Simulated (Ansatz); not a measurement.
Screening note. Bulk modulus and its pressure derivative give the pressure that a small compression needs; a soft, simple solid makes a sensitive pressure gauge, a stiff one a good anvil or seat.

MgO serves as the reference. Hydrostatic compression by 5 % of the volume (V₀/V = 1.0526), no change of phase.

Levels of theory (Ansatz, a plane-wave PAW program): B₀, B₀′: r²SCAN, Birch–Murnaghan fit of energy against volume; volume per atom: r²SCAN, relaxed cell.

Runs started from generated or typed cells of the structure named: TiB2; MgO. Whether these are the forms stable at ambient conditions was not checked: NbAu2 (P6/mmm, hP3); NaHg2 (P6/mmm, hP3); YHg2 (P6/mmm, hP3); ScB2 (P6/mmm, hP3); YSi2 (P6/mmm, hP3). No claim is made that these are known or stable phases: Hg4ZnTe5 (R3m, hR10). Over 15 meV/atom above the lowest phase of their formula at hand: YSi2 (P6/mmm, hP3) (17 meV/atom, r²SCAN). Spin–orbit coupling is left out unless named.

Definitions used: linear estimate = B₀ × compression; P = (B₀/B₀′)[(V₀/V)^B₀′ − 1]; modulus under load = B₀ + B₀′P; relative pressure = P/P_ref.

| crystal | B₀ (GPa) | B₀′ | V (Å³/atom) | linear estimate (GPa) | Murnaghan pressure (GPa) | modulus there (GPa) | pressure (relative) |
|---|---|---|---|---|---|---|---|
| NbAu2 (P6/mmm, hP3) | 196 | 5.1 | 17.20 | 9.8 | 19.52 | 296 | 2.0 |
| Hg4ZnTe5 (R3m, hR10) | 41.4 | 4.9 | 34.07 | 2.1 | 2.413 | 53.2 | 0.25 |
| NaHg2 (P6/mmm, hP3) | 28.3 | 7.1 | 24.25 | 1.4 | 1.750 | 40.7 | 0.184 |
| HfB2 (P6/mmm) | 255 | 3.9 | 9.88 | 13 | 14.47 | 311 | 1.52 |
| ZrB2 (P6/mmm) | 242 | 3.9 | 10.28 | 12 | 13.73 | 296 | 1.44 |
| YHg2 (P6/mmm, hP3) | 68.5 | 4.1 | 23.90 | 3.4 | 3.908 | 84.5 | 0.41 |
| TiB2 (P6/mmm) | 257 | 3.9 | 8.51 | 13 | 14.58 | 314 | 1.53 |
| MgB2 (P6/mmm) | 149 | 3.5 | 9.55 | 7.5 | 8.366 | 178 | 0.88 |
| ScB2 (P6/mmm, hP3) | 195 | 3.8 | 10.05 | 9.8 | 11.04 | 237 | 1.16 |
| YSi2 (P6/mmm, hP3) | 88.8 | 3.9 | 19.13 | 4.4 | 5.039 | 108 | 0.53 |
| MgO (rock salt), reference | 167 | 4.1 | 9.29 | 8.4 | 9.527 | 206 | 1.00 |

Problem. In one row the value of «Murnaghan pressure (GPa)» was worked out wrongly and carried along the row. Which row, and what follows once it is corrected?

Solution. The row of NbAu2 (P6/mmm, hP3) shows 19.52. From its own inputs, P = (196/5.1) × (1.0526^5.1 − 1) = 11.48 GPa. Carried on: modulus there: 196 + 5.1 × 11.48 = 255 GPa; relative pressure: 11.48/9.527 = 1.20. The other rows agree with the rules.

With the correction: By relative pressure (highest first): TiB2 (1.53 ± 0.078) ≈ HfB2 (1.52 ± 0.078) ≈ ZrB2 (1.44 ± 0.074), NbAu2 (P6/mmm, hP3) (1.20 ± 0.062) ≈ ScB2 (P6/mmm, hP3) (1.16 ± 0.059), MgO (1.00 ± 0.051), MgB2 (0.88 ± 0.045), YSi2 (P6/mmm, hP3) (0.53 ± 0.027), YHg2 (P6/mmm, hP3) (0.41 ± 0.021), Hg4ZnTe5 (R3m, hR10) (0.25 ± 0.013), NaHg2 (P6/mmm, hP3) (0.184 ± 0.0094). The ± follows from allowances picked for this note (B₀ 5 %, B₀′ 0.4), carried to first order and added in quadrature, each row's own inputs moving alone; ≈ joins neighbours closer than their two ± added in quadrature.

B₀′ is the least certain number of such a fit, often by half a unit. Where several phases of a formula are at hand, those over 0.1 eV/atom above the lowest were not drawn (by r²SCAN where it compared them, else by the largest value; a layered or molecular lowest phase counts only with a dispersion term); other phases could lie lower still. Rows were sampled with a lean to familiar crystals, related or not, whatever their agreement with measurement; tables with many equal figures were not kept. Limits of the draw: no layered crystals, B₀′ of 2 to 8; no unfamiliar magnets, and cubic perovskites only if shown or known to be stable. As a rule kept out of such tables: 4f compounds, open-shell compounds run without a Hubbard term, cells found unstable in the tests at hand, cells close to a higher symmetry, and runs set to a pressure or over 12 % in volume from the crystal's fullest run.
